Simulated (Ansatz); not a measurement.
Cell and atoms are relaxed with the symmetry kept. Start:

```cif
data_structure
_symmetry_space_group_name_H-M 'P 1'
_symmetry_Int_Tables_number 1
_cell_length_a 5.6767
_cell_length_b 5.6767
_cell_length_c 5.6767
_cell_angle_alpha 134.907
_cell_angle_beta 134.907
_cell_angle_gamma 65.675
_cell_volume 90.39
loop_
_atom_site_label
_atom_site_type_symbol
_atom_site_fract_x
_atom_site_fract_y
_atom_site_fract_z
_atom_site_occupancy
Zr1 Zr 0.50000 0.50000 0.00000 1
Zr2 Zr 0.25000 0.75000 0.50000 1
Zr3 Zr 0.75000 0.25000 0.50000 1
Sn1 Sn 0.00000 0.00000 0.00000 1
```

These are results of DFT r2SCAN, scalar-relativistic, plane waves, PAW (Ansatz 0.2.0), not measurements.

Settings: cutoff 500 eV, Γ-centred mesh 14×14×14 on the computed 4-atom cell, Gaussian smearing of 0.10 eV; no spin polarisation.

Q: What does it relax to?

A: The volume decreases by 0.02 Å³/atom to 22.58 Å³/atom, and the energy changes by under 0.1 meV/atom. Final structure:
```yaml
crystal:
  lattice:
    - [-2.17449, 2.17449, 4.77527]
    - [2.17449, -2.17449, 4.77527]
    - [2.17449, 2.17449, -4.77527]
  atoms:
    - { symbol: Zr, position: [0.50000, 0.50000, 0.00000] }
    - { symbol: Zr, position: [0.25000, 0.75000, 0.50000] }
    - { symbol: Zr, position: [0.75000, 0.25000, 0.50000] }
    - { symbol: Sn, position: [0.00000, 0.00000, 0.00000] }
```